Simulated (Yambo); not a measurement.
Input:

```xyz
7
Lattice="-2.7879 2.7879 5.1230 2.7879 -2.7879 5.1230 2.7879 2.7879 -5.1230" Properties=species:S:1:pos:R:3 pbc="T T T"
Al     2.7879     0.0000     2.5615
Al     0.0000     0.0000     5.1230
S      1.2982    -1.2227     3.7361
S      1.5652     1.4898     1.3869
S      1.4898     4.0106    -1.3869
S      1.2227     1.2982     6.5099
Hg     0.0000     0.0000     0.0000
```

Workflow: norm-conserving PBEsol (Quantum ESPRESSO, 66 Ry, no spin-orbit coupling), then G0W0 in Yambo (4×4×4 Γ-centred k mesh, bands 5 to 169 and a 6 Ry block in the screening, 169 bands in G with the Bruneval-Gonze terminator, plasmon pole fitted at 27.2 eV).

**Question.** Give the PBEsol and G0W0 gaps between the band edges found on this mesh, and say where the edges lie.

**Answer.** Edges: X → Γ. PBEsol: 2.02 eV; G0W0: 3.38 eV. Nearest settings tried, and what they do to the gap: 2 Ry block (69 vectors against 271): -161 meV. Not varied: bands in G, bands in W, mesh. So the settings aren't converged at that level. Without spin-orbit coupling, band edges of such heavy elements can be off by tenths of an eV.

Geometry of the Materials Project entry, not relaxed at this level.
